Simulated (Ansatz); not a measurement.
Ga2Cu in space group P4/mmm (No. 123; Ga on 2h, Cu on 1a) at seven volumes, the program Ansatz at the PBEsol level (PAW), shape and atoms relaxed at each. One row is withheld.

```json
[
 {"V (Å³/atom)": "13.665", "P (GPa)": "11.28"},
 {"V (Å³/atom)": "14.116", "P (GPa)": "6.82"},
 {"V (Å³/atom)": "14.566", "P (GPa)": "?"},
 {"V (Å³/atom)": "15.017", "P (GPa)": "0.00"},
 {"V (Å³/atom)": "15.467", "P (GPa)": "-2.58"},
 {"V (Å³/atom)": "15.917", "P (GPa)": "-4.72"},
 {"V (Å³/atom)": "16.368", "P (GPa)": "-6.47"}
]
```

**Question.** Fit the shown pressures and predict the withheld one.

**Answer.** P = (3/2)B₀(x^(7/2) − x^(5/2))[1 + (3/4)(B′ − 4)(x − 1)] with x = (V₀/V)^(2/3). Least squares on the six rows gives V₀ = 15.016 Å³/atom, B₀ = 93.9 GPa, B′ = 5.15. At V = 14.566, x = 1.0205 and P = 3.09 GPa. The run itself gave 3.10 GPa.

The first step of the workflow began from a Materials Project structure, measured or hypothetical; the Crystallography Open Database files this formula in space group No. 123, but the cells were not matched. Its standing as an ambient phase is unchecked. The cell was relaxed with PBEsol under the symmetry of its start; of distortions, only those at the zone centre were tested. No spin polarisation was allowed.

Potentials: the later of the program's two PAW sets.
